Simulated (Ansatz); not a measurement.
Screening note. The current through a thin insulator falls as exp(−2kd), with k the slowest decay constant of states in the gap.

The yardstick is α-quartz SiO2. The Fermi level is put at mid-gap. Of the planes computed for each crystal, the one with the slowest decay is listed. Wanted: the thickness for 8 decades of attenuation, and how many decades a 1.5 nm film gains over the reference.

Methods, by column (Ansatz, a plane-wave PAW program): plane, in the cell as filed, gap, decay constant k, slowest state: r²SCAN, complex band structure, on cells taken as filed or relaxed beforehand.

Not checked to be the ambient phase: CaZnSi2O6 (C2/c, mS40); NaGaGe2O6 (C2/c, mS40). No claim is made that these are known or stable phases: GaAlAs2 (R3m, hR4). Cells under pressure at the level used (negative: too large): CaZnSi2O6 (C2/c, mS40) −6 GPa, NaGaGe2O6 (C2/c, mS40) −7 GPa. Spin–orbit coupling is left out unless named; in separate runs it moves the gap by GaAlAs2 (R3m, hR4) −0.10 eV (r²SCAN); it moves the gap of GaP by under 0.05 eV; no shift is given for NaGaGe2O6 (C2/c, mS40).

Model: decades per nm = 2k × 10 Å/ln 10 = 8.686 k; thickness = 8/(decades per nm); extra decades of a 1.5 nm film = 1.5 × (row − reference).

```tsv
crystal	plane, in the cell as filed	gap on the mesh (eV)	k at mid-gap (1/Å)	planes computed	slowest state	decades per nm	thickness (nm)	decades beyond the reference
α-quartz SiO2, reference	(110)	6.60	0.503	3	at Γ	4.369	1.83	0.0
GaAlAs2 (R3m, hR4)	(110)	1.34	0.080	1	at Γ	0.695	11.51	−5.5
GaP (zinc blende)	(111)	1.86	0.120	3	at Γ	0.677	11.82	−5.5
CaZnSi2O6 (C2/c, mS40)	(010)	4.73	0.399	1	at Γ	3.466	2.31	−1.4
NaGaGe2O6 (C2/c, mS40)	(100)	3.28	0.275	1	at Γ	2.389	3.35	−3.0
```

Question: In one row the value of «decades per nm» was worked out wrongly and carried along the row. Which row, and what follows once it is corrected?

Answer: The row of GaP shows 0.677. From its own inputs, decades per nm: 8.686 × 0.120 = 1.042. Carried on: thickness: 8/1.042 = 7.68 nm; decades beyond the reference: 1.5 × (1.042 − 4.369) = −5.0. The other rows agree with the rules.

With the correction: By decades per nm (highest first): α-quartz SiO2 (4.369 ± 0.26), CaZnSi2O6 (C2/c, mS40) (3.466 ± 0.21), NaGaGe2O6 (C2/c, mS40) (2.389 ± 0.14), GaP (1.042 ± 0.063), GaAlAs2 (R3m, hR4) (0.695 ± 0.042). The ± follows from allowances picked for this note (decay constant k 6 %), carried to first order and added in quadrature; ≈ joins neighbours closer than their two ± added in quadrature. On this figure 0 of 4 candidates do clearly better than the reference.

The gaps are the functional's own, as a rule smaller than measured ones, and k shrinks with them; planes not computed could decay more slowly; interface matching and symmetry filtering by the electrodes are not included. Where several phases of a formula are at hand, those over 0.1 eV/atom above the lowest were not drawn (by r²SCAN where it compared them, else by the largest value; a layered or molecular lowest phase counts only with a dispersion term); other phases could lie lower still. Crystals of Pb, Bi, Tl or Hg, those whose gap spin–orbit coupling moves by over 0.3 eV, and those of Te, I or Sb with no such test at hand were not drawn. The rows are a sample and no shortlist: familiar crystals first, some related and some not, whatever their agreement with measurement; tables with many equal figures were not kept. Limits of the draw: gap over 1 eV, no layered crystals, primitive or conventional cells alone; no unfamiliar magnets, and cubic perovskites only if shown or known to be stable. As a rule kept out of such tables: 4f compounds, open-shell compounds run without a Hubbard term, cells found unstable in the tests at hand, cells close to a higher symmetry, and runs set to a pressure or over 12 % in volume from the crystal's fullest run.
